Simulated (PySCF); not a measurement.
PySCF single point, B3LYP/6-31G*, density fitting, COSMO implicit dimethyl sulfoxide (electrostatics alone), on methanesulfonate, CH3O3S (SMILES CS(=O)(=O)[O-]), charge -1, multiplicity 1.

```python
from pyscf import gto, scf, dft
mol = gto.M(atom='''
C     -0.941701    -0.110069    -0.191206
S      0.902275    -0.110068    -0.191325
O      1.269152    -1.211649    -1.081526
O      1.269557    -0.330367     1.207718
O      1.269414     1.211649    -0.700151
H     -1.269228     0.059269    -1.207718
H     -1.269524     0.685601     0.463553
H     -1.269557    -1.074969     0.170214
''', basis='6-31G*', charge=-1, spin=0, verbose=3)
mf = dft.RKS(mol, xc='B3LYP')
mf = mf.density_fit()
mf = mf.PCM()
mf.with_solvent.method = 'COSMO'
mf.with_solvent.eps = 48
mf.max_cycle = 100
e = mf.kernel()
print('converged', mf.converged)
print('E_total', e)
print('nao', mol.nao)
print('HOMO', mf.mo_energy[mf.mo_occ > 0].max())
mf.dip_moment()
```

The program's output:

```

WARN: PCM is an experimental feature. It is still in testing.
Features and APIs may be changed in the future.

converged SCF energy = -663.866710877334
converged True
E_total -663.8667108773341
nao 80
HOMO -0.22506547801090937

WARN: System has nonzero charge -1; the dipole moment is origin-dependent.
Location of origin: [0. 0. 0.]

Dipole moment(X, Y, Z, Debye): -8.31601,  0.52910,  0.91910
```

The total energy is -18064.73 eV, -2.78 eV from the same level's vacuum run.
